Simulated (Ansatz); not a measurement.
VO2:
```yaml
crystal:
  lattice:
    - [4.53519, 0.00000, 0.00000]
    - [0.00000, 4.53624, 0.00000]
    - [0.00000, 0.00000, 2.80306]
  atoms:
    - { symbol: V, position: [0.00000, 0.00000, 0.00000], spin: 1.1 }
    - { symbol: O, position: [0.20108, 0.79912, 0.50000], spin: 0.0 }
    - { symbol: O, position: [0.79892, 0.20088, 0.50000], spin: 0.0 }
    - { symbol: O, position: [0.29892, 0.29912, 0.00000], spin: 0.0 }
    - { symbol: O, position: [0.70108, 0.70088, 0.00000], spin: 0.0 }
    - { symbol: V, position: [0.50000, 0.50000, 0.50000], spin: 1.1 }
```

Relaxed with PBEsol.

Map the electron localisation function on the plane through (0.000, 0.000, 0.000) spanned by u = [0, 0, 1] and v = [1, 1, 0] in lattice vectors, from DFT-PBEsol in the program Ansatz with PAW potentials.

x is the fraction of u, y of v (the angle between them is 90°; rows are the nearest grid lines); atoms in the plane: V at (0.00, 0.00), O at (0.00, 0.30), O at (0.00, 0.70), V at (0.50, 0.50).
```
|#%@%+. ... .+%@%#|
|%@@%=.  .  .=%@@%|
|##+-.       .-+##|
|::.           .::|
|@@%*=:     :=*%@@|
|@@@@#=.   .=#@@@@|
|#%@@@*-   -*@@@%#|
|:=%@@#-. .-#@@%=:|
|*#@@%=.   .=%@@#*|
|@@%=.:+#%#+:.=%@@|
|*+-.:+%@@@%+:.-+*|
|:: .=%@%%%@%=. ::|
|:: .=%@%%%@%=. ::|
|*+-.:+%@@@%+:.-+*|
|@@%=.:+#%#+:.=%@@|
|*#@@%=.   .=%@@#*|
|:=%@@#-. .-#@@%=:|
|#%@@@*-   -*@@@%#|
|@@@@#=.   .=#@@@@|
|@@%*=:     :=*%@@|
|::.           .::|
|##+-.       .-+##|
|%@@%=.  .  .=%@@%|
|#%@%+. ... .+%@%#|
```
Scale: ten equal steps from 0.034 (start of ' ') to 0.824 (end of '@'), in the order ' .:-=+*#%@'; x runs from 0.000 to 1.00, y from 0.000 (bottom) to 1.00 (top).

The density is the valence pseudo-density with augmentation charge, so density and ELF within about 1 Å of a nucleus are not all-electron values.

Space group P4_2/mnm (rutile). This is a known high-temperature phase of the composition, computed here at zero pressure and temperature. Symmetry was held in the PBEsol relaxation; whether a distortion lowers the energy is not shown. Spin order of the final state: ferromagnetic, chosen from 2 collinear starts compared on coarse meshes (ties went to the first, and starts can fall back to one state), not a proven ground state. No Hubbard U is applied.

Potentials: the later of the program's two PAW sets.
